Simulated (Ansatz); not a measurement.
## Is this Ti3Al3Cu2 structure a true minimum?

The structure comes from a proposed guess, relaxed at this level; another structure or a mixture of phases may lie lower.

Method: DFT PBE, scalar-relativistic, plane waves, PAW (Ansatz). Cutoff 420 eV; k points 12×12×2 on the computed 8-atom cell (Γ-centred); Gaussian smearing, width 0.10 eV; collinear spin from starting moments 0.6 0.0 0.0 0.0 0.0 0.0 0.0 0.0 μB.

The cell below (8 atoms, space group P4/mmm (No. 123)) is relaxed within its symmetry.

```
Ti Al Cu
1.0
     2.86148    0.00000    0.00000
     0.00000    2.86148    0.00000
     0.00000    0.00000   14.69581
Ti Al Cu
3 3 2
Direct
  0.00000 0.00000 0.50000
  0.50000 0.50000 0.86474
  0.50000 0.50000 0.13526
  0.00000 0.00000 0.27030
  0.00000 0.00000 0.72970
  0.00000 0.00000 0.00000
  0.50000 0.50000 0.62266
  0.50000 0.50000 0.37734
```

For the test it was strained at random (σ = 1.5 % a component), the atoms were moved at random (σ = 0.05 Å), and all was relaxed again on a coarse 8×8×2 mesh (in the run’s order of axes) with 0.20 eV smearing, with no symmetry imposed.

Another magnetic order may lie lower.

Question: Does it come back?

Answer: It returns, within 1 meV/atom of the unmoved cell on that mesh and with the same symmetry when read at 0.1 Å. So it is stable against the distortions that fit this cell and that this random move excites. Modes that don't fit the cell aren't tested.
